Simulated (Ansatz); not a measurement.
**BeNi (Pm-3m): the size of the finite step**

```xyz
2
Lattice="2.5838 0.0000 0.0000 0.0000 2.5838 0.0000 0.0000 0.0000 2.5838" Properties=species:S:1:pos:R:3 pbc="T T T"
Be    0.0000    0.0000    0.0000
Ni    1.2919    1.2919    1.2919
```

Conventional cell: a = 2.584 Å, b = 2.584 Å, c = 2.584 Å, α = 90.00°, β = 90.00°, γ = 90.00°. Be (atom 1) has 8 Ni at 2.24 Å as nearest neighbours. Ni (atom 2) is surrounded by 8 Be at 2.24 Å.

Level of theory, where no other is named: PBEsol, PAW on Ansatz 0.2.0's default frozen-core files (fitted under PBE), scalar-relativistic. k mesh 18×18×18, strains of ±0.008, Fermi-Dirac smearing of 0.100 eV, cutoff 420 eV. The cell was relaxed by PAW under this functional. The structure is one entry of a database and needn't be the stable phase.

**Question.** Elastic constants come from stresses at strains of ±0.008 (two-point stencil): C11 = 246.8, C12 = 172.5, C44 = 150.2 GPa. What does an amplitude of 0.0002 give?

**Answer.** C11 = 245.8, C12 = 172.7, C44 = 150.0 GPa. Nothing moves by 1 %. Steps under 0.001 aren't safe in general, since the basis can change from cell to cell and the noise grows as 1/δ.

Keep in mind: frozen-core PAW files fitted under PBE, their cores solved anew for the functional of the run; no spin polarisation, a magnetic state may lie lower; responses of metals move with mesh and smearing.
